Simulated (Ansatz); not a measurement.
B:
```cif
data_B36
_chemical_formula_sum 'B36'
_space_group_name_H-M_alt 'R-3m :H'
_space_group_IT_number 166
_space_group_name_Hall '-R 3 2"'
_cell_length_a 4.89866
_cell_length_b 4.89866
_cell_length_c 12.51442
_cell_angle_alpha 90.000
_cell_angle_beta 90.000
_cell_angle_gamma 120.000
loop_
_atom_site_label
_atom_site_type_symbol
_atom_site_symmetry_multiplicity
_atom_site_Wyckoff_symbol
_atom_site_fract_x
_atom_site_fract_y
_atom_site_fract_z
_atom_site_occupancy
B1 B 18 h 0.23698 0.11849 0.10861 1
B2 B 18 h 0.19625 0.39250 0.02425 1
```
(The calculation used a cell of 12 atoms; values per cell refer to that cell.)

Relaxed with r²SCAN.

**Question.** Give the optical modes at the zone centre with their infrared and Raman activity from DFPT, DFT-r²SCAN in the program Ansatz with PAW potentials.

**Answer.** Transverse frequencies, without the LO–TO term; a row sums one degenerate level.

| ω (cm⁻¹) | degeneracy | IR ((D/Å)²/amu) | Raman (Å⁴/amu) | activity | symmetry |
|---|---|---|---|---|---|
| 487 | 1 | 0.00 | 0 | silent | A1u |
| 513 | 1 | 0.00 | 0 | silent | A2g |
| 536 | 2 | 0.00 | 190 | Raman | Eg |
| 562 | 2 | 0.11 | 0 | IR | Eu |
| 592 | 2 | 0.00 | 15 | Raman | Eg |
| 609 | 2 | 0.07 | 0 | IR | Eu |
| 709 | 1 | 0.00 | 47 | Raman | A1g |
| 716 | 2 | 6.12 | 0 | IR | Eu |
| 722 | 2 | 0.00 | 8.1 | Raman | Eg |
| 736 | 1 | 0.00 | 0 | silent | A2g |
| 791 | 2 | 0.00 | 670 | Raman | Eg |
| 804 | 2 | 0.71 | 0 | IR | Eu |
| 807 | 1 | 0.00 | 0 | silent | A1u |
| 808 | 1 | 0.00 | 3400 | Raman | A1g |
| 810 | 1 | 0.19 | 0 | IR | A2u |
| 815 | 2 | 2.73 | 0 | IR | Eu |
| 826 | 1 | 0.00 | 0 | silent | A2u |
| 890 | 2 | 0.00 | 250 | Raman | Eg |
| 936 | 1 | 0.00 | 1900 | Raman | A1g |
| 946 | 1 | 1.23 | 0 | IR | A2u |
| 1138 | 2 | 0.00 | 290 | Raman | Eg |
| 1190 | 1 | 0.00 | 1200 | Raman | A1g |

**Question.** How high does the top mode go among those that the LO–TO term moves?

**Answer.** 818 cm⁻¹ for q along x, 818 cm⁻¹ for q along y, 949 cm⁻¹ for q along z.

The r²SCAN relaxation kept the symmetry of its start; phonons on a q-mesh show no instability.

Potentials: the later of the program's two PAW sets.
